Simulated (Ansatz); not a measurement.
Mn3Sn:
```xyz
16
Lattice="5.3877 0.0000 0.0000 -2.6938 4.6659 0.0000 0.0000 0.0000 8.5086" Properties=species:S:1:pos:R:3 pbc="T T T"
Mn     2.6938     3.2585     7.3984
Mn    -1.4751     3.9622     1.1102
Mn     1.2188     0.7037     7.3984
Mn     0.0000     1.4073     1.1102
Mn     4.1689     0.7037     7.3984
Mn     1.4751     3.9622     1.1102
Sn     0.0000     3.1106     7.4984
Sn     2.6938     1.5553     1.0102
Mn     2.6938     3.2585     3.1441
Mn    -1.4751     3.9622     5.3646
Mn     1.2188     0.7037     3.1441
Mn     0.0000     1.4073     5.3646
Mn     4.1689     0.7037     3.1441
Mn     1.4751     3.9622     5.3646
Sn     0.0000     3.1106     3.2441
Sn     2.6938     1.5553     5.2645
```
Starting moments (μB, in the order of the atoms Mn Mn Mn Mn Mn Mn Sn Sn Mn Mn Mn Mn Mn Mn Sn Sn): 1.9 1.9 1.9 1.9 1.9 1.9 -0.1 -0.1 -1.9 -1.9 -1.9 -1.9 -1.9 -1.9 0.1 0.1.

Relaxed with PBEsol. Special points in fractions of this cell's reciprocal vectors: Γ (0.000, 0.000, 0.000); M (0.500, 0.000, 0.000); K (0.333, 0.333, 0.000); A (0.000, 0.000, 0.500); L (0.500, 0.000, 0.500); H (0.333, 0.333, 0.500).

Task: List the band energies nearest the Fermi level at these points for DFT-PBEsol in the program Ansatz with PAW potentials.

Result: In eV from the Fermi level; about four levels below and three above (degenerate sets whole), none deeper than 8.9 eV; points with the same levels are listed once.

| k | below | above |
|---|---|---|
| Γ ↑ | -0.56 -0.56 -0.49 -0.49 | 0.03 0.16 0.39 |
| M ↑ | -0.56 -0.45 -0.33 -0.30 | 0.09 0.16 0.36 |
| K ↑ | -0.54 -0.54 -0.48 -0.29 | 0.06 0.06 0.09 |
| A ↑ | -0.55 -0.55 -0.46 -0.46 -0.21 | 0.08 0.48 0.58 |
| L ↑ | -0.64 -0.48 -0.39 -0.37 | 0.12 0.12 0.14 |
| H ↑ | -0.54 -0.50 -0.50 -0.35 | 0.10 0.10 0.17 0.17 |

Space group P-3m1. The workflow started from an entry of the Crystallography Open Database (COD); the relaxed space group is not among those it files for this formula. COD files the formula under space group No. 194, so this cell is another polymorph or a model. Its standing as an ambient phase is unchecked. Symmetry was held in the PBEsol relaxation, as lowered by the spin order; its stability against distortions is not shown here. Spin order of the final state: antiferromagnetic, chosen from 5 collinear starts compared on coarse meshes (ties went to the first, and starts can fall back to one state), not a proven ground state. The volume moved by -15 % from the start of the relaxation. Its formation energy is positive at this level, so the cell may be metastable or incomplete. The volume fell by over 15 % from the filed cell, which may lack light atoms or belong to other conditions. Point labels and valley counts follow the cell and symmetry of the run, lower than the named group. Spin–orbit coupling is left out wherever it is not named.

Potentials: the earlier of the program's two PAW sets.
